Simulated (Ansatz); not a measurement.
Data:

Ca₃SnH₂ (space group Cmcm)

```xyz
12
Lattice="4.4242 -5.6810 0.0000 4.4242 5.6810 0.0000 0.0000 0.0000 5.2354" Properties=species:S:1:pos:R:3 pbc="T T T"
Ca     4.4242    -4.4384     1.3088
Ca     4.4242     4.4384     3.9265
Ca     2.6294    -1.2605     1.3088
Ca     6.2191     1.2605     3.9265
Ca     2.6294     1.2605     3.9265
Ca     6.2191    -1.2605     1.3088
Sn     4.4242    -2.1948     3.9265
Sn     4.4242     2.1948     1.3088
H      1.3415     0.0000     0.0000
H      7.5069     0.0000     0.0000
H      7.5069     0.0000     2.6177
H      1.3415     0.0000     2.6177
```

The volume is varied about the relaxed value V₀ at fixed cell shape. The atoms relax within the cell's symmetry.

Computed with r2SCAN (plane waves to 500 eV, PAW, scalar-relativistic; Ansatz, a program for electronic structure). k mesh 4×4×5 (Γ-centred), Fermi-Dirac smearing 0.05 eV. The energy includes the smearing's −TS. Stress and pressure are positive under compression. With the shape held, the modulus is that of even scaling; a crystal free to change shape is softer. Ca3SnH2 was relaxed with its symmetry unable to fall. The zero of ΔE is the relaxed starting cell.

The scan covers V/V₀ from 0.940 to 1.060 in 11 points.

Task: What bulk modulus at fixed cell shape B₀ follows from a third-order Birch-Murnaghan fit?

Result: 39.3 GPa.

Task: What is the fitted pressure derivative B₀′?

Result: 4.0.

(A scan under strain: stresses follow from slopes of the energy per volume, elastic moduli from its curvatures.)
